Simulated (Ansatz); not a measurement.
Computed with DFT PBE, scalar-relativistic, plane waves, PAW in Ansatz. Settings: cutoff 420 eV, Γ-centred meshes spaced at most about 0.3 Å⁻¹ (2π included), Gaussian smearing. No spin polarisation in the final relaxations.

All energies are static (0 K, no zero-point motion).

Two forms of Sn₂PbO₃ were relaxed alike.

A.

```yaml
crystal:
  lattice:
    - [3.92429, 0.00000, 0.00000]
    - [0.00000, 3.92429, 0.00000]
    - [0.00000, 0.00000, 15.87702]
  atoms:
    - { symbol: Sn, position: [0.00000, 0.50000, 0.91251] }
    - { symbol: Sn, position: [0.00000, 0.50000, 0.57200] }
    - { symbol: Sn, position: [0.50000, 0.00000, 0.08749] }
    - { symbol: Sn, position: [0.50000, 0.00000, 0.42800] }
    - { symbol: Pb, position: [0.00000, 0.50000, 0.23742] }
    - { symbol: Pb, position: [0.50000, 0.00000, 0.76258] }
    - { symbol: O, position: [0.50000, 0.50000, 0.84108] }
    - { symbol: O, position: [0.50000, 0.50000, 0.15892] }
    - { symbol: O, position: [0.50000, 0.50000, 0.50000] }
    - { symbol: O, position: [0.00000, 0.00000, 0.84108] }
    - { symbol: O, position: [0.00000, 0.00000, 0.15892] }
    - { symbol: O, position: [0.00000, 0.00000, 0.50000] }
```

B.

```yaml
crystal:
  lattice:
    - [3.91991, 0.00000, 0.00000]
    - [0.00000, 3.91991, 0.00000]
    - [0.00000, 0.00000, 15.66294]
  atoms:
    - { symbol: Sn, position: [0.50000, 0.50000, 0.41487] }
    - { symbol: Sn, position: [0.00000, 0.00000, 0.26885] }
    - { symbol: Sn, position: [0.00000, 0.00000, 0.58636] }
    - { symbol: Sn, position: [0.00000, 0.00000, 0.92777] }
    - { symbol: Pb, position: [0.50000, 0.50000, 0.07988] }
    - { symbol: Pb, position: [0.50000, 0.50000, 0.73832] }
    - { symbol: O, position: [0.00000, 0.50000, 0.99736] }
    - { symbol: O, position: [0.00000, 0.50000, 0.33873] }
    - { symbol: O, position: [0.00000, 0.50000, 0.65588] }
    - { symbol: O, position: [0.50000, 0.00000, 0.99736] }
    - { symbol: O, position: [0.50000, 0.00000, 0.33873] }
    - { symbol: O, position: [0.50000, 0.00000, 0.65588] }
```

Task: Which arrangement of the elements on these sites is preferred, and by what margin?

Result: B is lower, by 12 meV/atom. The two share one framework of sites and differ in which element sits where. A has space group P4/nmm (No. 129), 20.4 Å³/atom and a gap of 0.68 eV on its mesh; B has space group P4mm (No. 99), 20.1 Å³/atom and a gap of 0.85 eV. Counting O atoms around Pb and Sn (those within 1.25 times the shortest such distance or 1.15 times the sum of covalent radii, 1.27 where that leaves under three), A and B both have Sn 4, Pb 4. Both come from invented guesses.

Weakly bound directions are ill-defined at this level, which has no dispersion term (P4/nmm, P4mm), and this can change margins and order among such cells. Spin–orbit coupling, which can matter for Pb, is left out. Kohn–Sham gaps at this level usually fall short of measured ones. The missing spin–orbit coupling can work the other way here. Cells relaxed within their symmetry can be saddle points.
